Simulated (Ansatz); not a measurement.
All numbers below come from DFT PBE, scalar-relativistic, plane waves, PAW (Ansatz 0.2.0). All cells share a 420 eV cutoff and Γ-centred k meshes spaced at most about 0.3 Å⁻¹ (about 0.25 or finer for metals, 2π included). No spin polarisation in the final relaxations.

Temperature and zero-point effects are left out.

Two relaxed structures of Te5Pd:

A.

```yaml
crystal:
  lattice:
    - [6.25795, 0.00000, 0.00000]
    - [0.00000, 6.25795, 0.00000]
    - [0.00000, 0.00000, 6.25795]
  atoms:
    - { symbol: Te, position: [0.76389, 0.76389, 0.76389] }
    - { symbol: Te, position: [0.23611, 0.23611, 0.76389] }
    - { symbol: Te, position: [0.23611, 0.76389, 0.23611] }
    - { symbol: Te, position: [0.76389, 0.23611, 0.23611] }
    - { symbol: Te, position: [0.50000, 0.50000, 0.50000] }
    - { symbol: Pd, position: [0.00000, 0.00000, 0.00000] }
```

B.

```yaml
crystal:
  lattice:
    - [3.78934, 2.18777, 3.56888]
    - [-3.78934, 2.18777, 3.56888]
    - [0.00000, -4.37555, 3.56888]
  atoms:
    - { symbol: Te, position: [0.14434, 0.14434, 0.14434] }
    - { symbol: Te, position: [0.52993, 0.47007, 0.00000] }
    - { symbol: Te, position: [0.00000, 0.52993, 0.47007] }
    - { symbol: Te, position: [0.85566, 0.85566, 0.85566] }
    - { symbol: Te, position: [0.47007, 0.00000, 0.52993] }
    - { symbol: Pd, position: [0.50000, 0.50000, 0.50000] }
```

Question: Which form is favoured at zero pressure, and by what margin per atom?

Answer: B is lower, by 0.38 eV/atom. A has space group P-43m (No. 215), 40.8 Å³/atom and no gap on its mesh; B has space group R32 (No. 155), 29.6 Å³/atom and no gap. Counting Te atoms around Pd (those within 1.25 times the shortest such distance or 1.15 times the sum of covalent radii, 1.27 where that leaves under three), A has Pd 4 and B has Pd 6. A holds Te–Te units of three or more atoms (shortest 2.86 Å); B holds Te–Te bonds in all directions (shortest 2.99 Å). The denser one is the lower, and pressure would at first widen the difference. Even the lower one lies +0.08 eV/atom against the reference forms of the elements (uncorrected), so neither is stable at this level. Both come from invented guesses.

These runs have no spin–orbit coupling, which can matter for Te. Cells relaxed within their symmetry can be saddle points.
